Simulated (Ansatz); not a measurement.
**Elastic constants of SiSnGe2: input and output**

Method: DFT PBE, scalar-relativistic, plane waves, PAW in Ansatz 0.2.0.

Launched with:
```bash
ansatz run input.yaml --threads 2 --pin off --max-ram 7168MiB --backend cpu --events-out ev --progress --plain --runs-dir out
```

Input (bare energies are in eV):
```yaml
crystal:
  lattice:
    - [4.1601036748, 0.0, 0.0]
    - [0.0, 4.1601036748, 0.0]
    - [0.0, 0.0, 5.9408870441]
  atoms:
    - { symbol: Si, position: [0.0, 0.0, 0.0] }
    - { symbol: Sn, position: [0.5, 0.5, 0.5] }
    - { symbol: Ge, position: [0.5, 0.0, 0.7748254601] }
    - { symbol: Ge, position: [0.0, 0.5, 0.2251745399] }
basis:
  ecutwfc: 420
kpoints:
  mp_grid: { grid: [10, 10, 8] }
hamiltonian:
  xc: pbe
scf:
  occupations: { method: fermi_dirac, width: 0.15 }
output:
  forces: true
  stress: true
  eigenvalues: true
elastic:
  mode: clamped_ion
  amplitude: 0.005
  stencil: two_point
```

From the output:
```
--- Elastic constants: 4 strain directions × 2 members + reference (group order 8) ---
  dense FFT box of the reference and of every strained cell: 30×30×40
  strains applied: 11, 33, 23, 12; error gains: componentwise 1.00 (the most a stress slope's error grows in a printed constant), spectral 1.41 (1 for all six strains in a standard setting)
  C = ∂σ_k/∂η_j (tension-positive GPa; Voigt order 11 22 33 23 13 12):
       130.927     -0.033     37.481      0.000      0.000      0.000
        -0.033    130.927     37.481      0.000      0.000      0.000
        37.490     37.490     93.975      0.000      0.000      0.000
         0.000      0.000      0.000     66.293      0.000      0.000
         0.000      0.000      0.000      0.000     66.293      0.000
         0.000      0.000      0.000      0.000      0.000     27.832
  reference stress σ⁰ (GPa):     -0.002     -0.002     -0.001     -0.000      0.000     -0.000
  C* (energy form; C + prestress term) asymmetry max|C*_kj − C*_jk| = 9.049e-3 GPa — a small one proves nothing (zero by symmetry where the batch's group is 432, −43m or m−3m); a large one is finite-difference/SCF noise where every solve ...
  moduli (Voigt/Reuss/Hill, GPa): K = 56.19/56.19/56.19   G = 50.81/42.77/46.79   E = 109.88   ν = 0.174
  mechanically stable: yes (min eigenvalue of sym C = 27.83 GPa)
  strain η (Voigt 11):  stress-route row diagonal C_11 = 130.93 GPa, energy-path curvature d²(F+E_count+ΔE)/dδ²/Ω₀ = 130.97 GPa
         δ    σ_11 (GPa) F (eV) n_scf n_hpsi n_pw
    -5.000e-3      -0.6698      -15249.6947107      13  140252   2024
     5.000e-3       0.6394      -15249.6947515      10  110145   2048
  strain η (Voigt 33):  stress-route row diagonal C_33 = 93.98 GPa, energy-path curvature d²(F+E_count+ΔE)/dδ²/Ω₀ = 93.98 GPa
         δ    σ_33 (GPa) F (eV) n_scf n_hpsi n_pw
    -5.000e-3      -0.4749      -15249.6950214      12   75416   2024
     5.000e-3       0.4648      -15249.6950354       9   58902   2044
  strain η (Voigt 23):  stress-route row diagonal C_44 = 66.29 GPa, energy-path curvature d²(F+E_count+ΔE)/dδ²/Ω₀ = 66.27 GPa
         δ    σ_23 (GPa) F (eV) n_scf n_hpsi n_pw
    -5.000e-3      -0.3315      -15249.6952520      11  186421   2030
     5.000e-3       0.3315      -15249.6952520       9  130987   2030
  strain η (Voigt 12):  stress-route row diagonal C_66 = 27.83 GPa, energy-path curvature d²(F+E_count+ΔE)/dδ²/Ω₀ = 27.83 GPa
         δ    σ_12 (GPa) F (eV) n_scf n_hpsi n_pw
    -5.000e-3      -0.1392      -15249.6955603      10   93589   2032
     5.000e-3       0.1392      -15249.6955603       9   83648   2032
```

The run took 120 s on 2 threads of Intel(R) Xeon(R) 6975P-C (Granite Rapids) (shared host), peak memory 0.95 GiB.

The cell was built by swapping an element in a database structure (itself possibly hypothetical) and relaxing; it need not be the stable form of this composition. In a metal, frequencies and elastic constants depend on the k mesh and the smearing, soft modes and shear constants most.

Clamped-ion constants are upper bounds: once the atoms relax, a strain can turn out softer or unstable.